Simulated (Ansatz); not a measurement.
**From the elastic tensor of SnPt3 to moduli and sound speeds**

Theory: DFT LDA, scalar-relativistic, plane waves, PAW in Ansatz 0.2.0. Cutoff 420 eV, 10×10×10 k-points (Γ-centred), Fermi-Dirac smearing of 0.15 eV. No spin polarisation.

It takes space group Pm-3m (No. 221, cubic). Conventional cell: a = 3.980 Å, b = 3.980 Å, c = 3.980 Å, α = 90.00°, β = 90.00°, γ = 90.00°. Around Sn (site symmetry m-3m) lie 12 Pt at 2.81 Å. Around Pt (site symmetry 4/mmm) lie 4 Sn at 2.81 Å and 8 Pt at 2.81 Å.

In a metal, frequencies and elastic constants depend on the k mesh and the smearing, soft modes and shear constants most. Spin–orbit coupling is left out, which can shift energies with elements as heavy as these.

Relaxed-ion constants (GPa, on the Cartesian axes of the calculation):
C11 = 322.1, C12 = 205.8, C13 = 205.8, C22 = 322.1, C23 = 205.8, C33 = 322.1, C44 = 80.7, C55 = 80.7, C66 = 80.7 GPa; the others vanish.

Density 18.536 g/cm³; 4 atoms in 63.06 Å³.

The values that follow are for a polycrystal of randomly turned grains, by Hill's mean where one number stands.

* Bulk modulus, Voigt / Reuss / Hill: 244.6 / 244.6 / 244.6 GPa
* Shear modulus, Voigt / Reuss / Hill: 71.7 / 69.9 / 70.8 GPa
* Young's modulus: 194 GPa
* Poisson ratio: 0.368
* Pugh ratio B/G: 3.46 (over 1.75, the rule of thumb for ductile)
* Universal anisotropy index: 0.13
* Longitudinal and transverse sound speeds: 4276 and 1954 m/s
* Debye temperature from the mean sound speed: 261 K

Cost: 1 run of about 1.3 core-minutes, on Intel Xeon Platinum 8259CL (Skylake/Cascade Lake) (shared hosts).